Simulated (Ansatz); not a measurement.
An Ansatz (an electronic-structure program) input:

Ansatz 0.2 input:
```yaml
crystal:
  lattice:
    - [10.6288956864, 0.0, 0.0]
    - [0.0, 3.7599208, 0.0]
    - [0.0, 0.0, 3.7572531493]
  atoms:
    - { symbol: La, position: [0.1238459342, 0.25, 0.2606079352] }
    - { symbol: La, position: [0.3761540658, 0.75, 0.7606079352] }
    - { symbol: La, position: [0.8761540658, 0.75, 0.7393920648] }
    - { symbol: La, position: [0.6238459342, 0.25, 0.2393920648] }
    - { symbol: N, position: [0.8796334349, 0.25, 0.2747511547] }
    - { symbol: N, position: [0.6203665651, 0.75, 0.7747511547] }
    - { symbol: N, position: [0.1203665651, 0.75, 0.7252488453] }
    - { symbol: N, position: [0.3796334349, 0.25, 0.2252488453] }
kpoints:
  mp_grid: { grid: [2, 6, 6] }
  band_path:
    path:
      - [[0.0, 0.0, 0.0], [0.5, 0.0, 0.0], [0.5, 0.5, 0.0], [0.0, 0.5, 0.0], [0.0, 0.0, 0.0], [0.0, 0.0, 0.5], [0.5, 0.0, 0.5], [0.5, 0.5, 0.5], [0.0, 0.5, 0.5], [0.0, 0.0, 0.5]]  # Γ-X-S-Y-Γ-Z-U-R-T-Z
      - [[0.5, 0.0, 0.0], [0.5, 0.0, 0.5]]  # X-U
      - [[0.0, 0.5, 0.0], [0.0, 0.5, 0.5]]  # Y-T
      - [[0.5, 0.5, 0.0], [0.5, 0.5, 0.5]]  # S-R
      - [VBM, CBM]
    npoints: 6
basis: { xc_grid: 2 }
hamiltonian:
  xc: pbe
  pseudopotentials: { kind: paw }
magnetization: { noncollinear: true, spin_orbit: true }
scf:
  n_extra_bands: 16
  convergence: { dr2_threshold: 0.0000000001 }
  occupations: { method: gaussian, width: 0.01 }
checkpoint: { write: soc.run }
output: { eigenvalues: true }
```

**Question.** How many symmetry operations and irreducible k-points will the run report?

**Answer.** 8 operations, 32 of 72 k-points.

**Question.** With a cutoff of 420 eV, how many plane waves at Γ?

**Answer.** 2923.

It took about 17 core-minutes (a rough figure) on shared server cores.

Space group Pnma. The start of the workflow was typed in or built on a structure type; neither database checked (COD, Materials Project) lists it. COD files the formula under space group No. 225, so this cell is another polymorph or a model. Whether it is the stable phase at ambient conditions was not checked. The cell was relaxed with PBE under the symmetry of its start; whether a distortion lowers the energy is not shown.

Potentials: the later of the program's two PAW sets.

Ansatz is a plane-wave DFT program.
